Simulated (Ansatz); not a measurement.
Cs$_{2}$AgBiBr$_{6}$:
```xyz
10
Lattice="0.0000 5.4976 5.4976 5.4976 0.0000 5.4976 5.4976 5.4976 0.0000" Properties=species:S:1:pos:R:3 pbc="T T T"
Bi     0.0000     0.0000     0.0000
Ag     5.4976     5.4976     5.4976
Cs     2.7488     2.7488     2.7488
Cs     8.2465     8.2465     8.2465
Br     5.4976     2.8093     5.4976
Br     8.1860     5.4976     5.4976
Br     5.4976     8.1860     5.4976
Br     2.8093     5.4976     5.4976
Br     5.4976     5.4976     2.8093
Br     5.4976     5.4976     8.1860
```

Relaxed with LDA. Special points in fractions of this cell's reciprocal vectors: Γ (0.000, 0.000, 0.000); X (0.500, 0.000, 0.500); U (0.625, 0.250, 0.625); K (0.375, 0.375, 0.750); L (0.500, 0.500, 0.500); W (0.500, 0.250, 0.750).

Q: List the band energies nearest the valence-band maximum at these points for the program Ansatz at the LDA level (PAW).

A: In eV from the valence-band maximum; about four levels below and three above (degenerate sets whole), none deeper than 8.9 eV; points with the same levels are listed once.

```
k                                below           above
-  -----------------------------------  --------------
Γ        -1.42 -1.42 -1.42 -0.68 -0.68  1.88 1.88 1.88
X         -1.84 -1.84 -1.44 -0.69 0.00  2.46 2.46 2.87
U              -1.81 -1.63 -1.11 -0.26  2.08 2.77 3.06
L  -1.78 -1.78 -1.78 -1.72 -1.40 -1.40  0.94 3.52 3.52
W              -1.72 -1.72 -1.42 -0.11  2.49 2.69 2.69
```

Space group Fm-3m. The LDA relaxation kept the symmetry of its start; of distortions, only those at the zone centre were tested, and some modes there are weakly imaginary. No spin polarisation was allowed. Spin–orbit coupling is left out wherever it is not named.

Potentials: the later of the program's two PAW sets.
